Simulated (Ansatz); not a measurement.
One stationary structure of HfO2. Space group Pbca (No. 61). All values below come from PBEsol (plane waves to 420 eV, PAW, scalar-relativistic; Ansatz, a first-principles code).

Space group Pbca (No. 61); a = 5.5088 Å, b = 9.8442 Å, c = 5.7360 Å, α = β = γ = 90.00°

```
atom  site  symmetry       x       y       z
----  ----  --------  ------  ------  ------
Hf      8c         1  0.1456  0.3703  0.4027
O       8c         1  0.3280  0.4861  0.1543
O       8c         1  0.4749  0.2690  0.3801
```

Problem. Predict the band gap from PBEsol.

Solution. 4.30 eV, direct at Γ (no spin-orbit coupling).

No spin polarisation in the result.

The run could not lose the symmetry of its start.

The first start was generated by placing the elements on the sites of a structure type. A measured structure of HfO2 has the same space group, Pbca (No. 61); the sites were not compared with it. Another known form has space group No. 14.
